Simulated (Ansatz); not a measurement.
Relaxed-ion elastic tensor of SrFeO3 (cubic perovskite, space group No. 221) in GPa (Voigt order), PBEsol (plane waves, PAW; program Ansatz); density 5.87 g/cm³, 10.83 Å³ per atom.

```
     1    2    3    4    5    6
-  ---  ---  ---  ---  ---  ---
1  289  109  109  0.0  0.0  0.0
2  109  289  109  0.0  0.0  0.0
3  109  109  289  0.0  0.0  0.0
4  0.0  0.0  0.0  113  0.0  0.0
5  0.0  0.0  0.0  0.0  113  0.0
6  0.0  0.0  0.0  0.0  0.0  113
```

### Question
Is the crystal mechanically stable?

### Answer
Yes: the smallest eigenvalue of C is 113 GPa.

### Question
Work out the Voigt, Reuss and Hill averages.

### Answer
K_V = 169, K_R = 169, K_H = 169; G_V = 104, G_R = 103, G_H = 103 GPa.

### Question
Give Young's modulus, Poisson's ratio, Pugh's ratio and the universal anisotropy index.

### Answer
E = 9KG/(3K + G) = 258 GPa; ν = 0.25; K/G = 1.63 (brittle by the Pugh limit of 1.75); A_U = 5G_V/G_R + K_V/K_R − 6 = 0.06.

### Question
Estimate the sound speeds and the Debye temperature.

### Answer
v_l = √((K + 4G/3)/ρ) = 7230 m/s, v_t = √(G/ρ) = 4200 m/s, mean 4660 m/s; Θ = (h/k)(3n/4πV)^(1/3) v_m = 627 K.

### Question
Give the Zener ratio and Young's modulus along [100], [110] and [111].

### Answer
A = 2C44/(C11 − C12) = 1.26; 1/E = S11 − 2(S11 − S12 − S44/2)Γ with Γ = 0, 1/4, 1/3 gives 230, 264, 278 GPa.

Space group Pm-3m (cubic perovskite). The first step of the workflow began from a Materials Project structure, measured or hypothetical; the Crystallography Open Database copy checked does not list it. Whether it is the stable phase at ambient conditions was not checked. Symmetry was held in the PBEsol relaxation; whether a distortion lowers the energy is not shown. The final state is ferromagnetic, chosen from 4 collinear starts compared on coarse meshes (ties went to the first, and starts can fall back to one state), not a proven ground state. No Hubbard U is applied. The compound may be a true metal, but semilocal functionals without U, or a wrong spin order, can also close a gap. As this level gives no gap, shear constants depend on the k-mesh and smearing (Fermi–Dirac, 0.1 eV here).

Potentials: the later of the program's two PAW sets.
